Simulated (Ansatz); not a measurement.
BP (zinc blende, F-43m), the program Ansatz at the LDA level (PAW): ε∞ = 9.18, cell volume 22.64 Å³. Infrared-active transverse modes:

| ω_TO (cm⁻¹) | oscillator strength S_xx (e²/amu) |
|---|---|
| 820.7 | 0.05107 |

Problem. Compute the static dielectric constant.

Solution. Each mode adds (4.921e7/V) S/ω²: 0.16. So ε0 = 9.35.

Problem. What LO frequency does the Lyddane–Sachs–Teller relation give?

Solution. ω_LO = ω_TO √(ε0/ε∞) = 828 cm⁻¹.

The LDA relaxation kept the symmetry of its start; phonons on a q-mesh show no instability.

Potentials: the later of the program's two PAW sets.
